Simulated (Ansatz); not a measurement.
All numbers below come from DFT PBE, scalar-relativistic, plane waves, PAW in Ansatz 0.2.0. All cells share a 420 eV cutoff and Γ-centred k meshes spaced about 0.3 Å⁻¹ or finer (0.25 for metals, 2π included). No spin polarisation.

All energies are static (0 K, no zero-point motion).

Compare these two cells of TaTi4, each relaxed at this level.

A.

```
Ti Ta
1.0
     0.00000    2.31172   11.57441
     1.63095    0.00000   11.57441
     1.63095    2.31172    0.00000
Ti Ta
4 1
Direct
  0.20092 0.20092 0.79908
  0.59984 0.59984 0.40016
  0.40016 0.40016 0.59984
  0.79908 0.79908 0.20092
  0.00000 0.00000 0.00000
```

B.

```
Ti Ta
1.0
     2.30953    1.33341    4.70207
    -2.30953    1.33341    4.70207
     0.00000   -2.66682    4.70207
Ti Ta
4 1
Cartesian
  0.0000 0.0000 5.6212
  0.0000 0.0000 8.4850
  0.0000 0.0000 2.8374
  0.0000 0.0000 11.2688
  0.0000 0.0000 0.0000
```

Task: Which is lower in energy, and by how much?

Result: A is lower, by 7 meV/atom. A has Ti and Ta ordered on bcc sites, space group Fmmm (No. 69), 17.5 Å³/atom and no gap on its mesh; B has Ti and Ta ordered on bcc sites, space group R-3m (No. 166), 17.4 Å³/atom and no gap. Even the lower one lies +0.09 eV/atom against the reference forms of the elements (uncorrected), so neither is stable at this level. In A, Ti on its first site has 8 Ti at 2.80–2.85 Å and 6 Ti at 3.24–3.29 Å; Ti on its second site has 2 Ta at 2.83 Å, 6 Ti at 2.83–2.85 Å, 4 Ti at 3.26–3.29 Å and 2 Ta at 3.27 Å; around Ta lie 4 Ti at 2.83 Å, 4 Ta at 2.83 Å, 2 Ta at 3.26 Å and 4 Ti at 3.27 Å. In B, Ti on its first site has 5 Ti at 2.78–2.86 Å, 3 Ta at 2.82 Å and 6 Ti at 3.24–3.29 Å; around Ti on its second site lie 7 Ti at 2.78–2.84 Å, 1 Ta at 2.84 Å, 3 Ta at 3.25 Å and 3 Ti at 3.29 Å; around Ta lie 8 Ti at 2.82–2.84 Å and 6 Ti at 3.25 Å. Both come from trial cells of a structure search, whose lowest cell (Cmcm, 17.6 Å³/atom) lies 48 meV/atom below the lower of the two.

The k mesh leaves some 4 meV/atom of noise in the energy of each metallic cell. Spin–orbit coupling, which can matter for Ta, is left out. Trial moments fell under 0.15 μB along the way in Fmmm and R-3m; another start might hold them. Cells relaxed within their symmetry can be saddle points. Some types were kept out of the candidates beforehand, so the set may lack a known form.
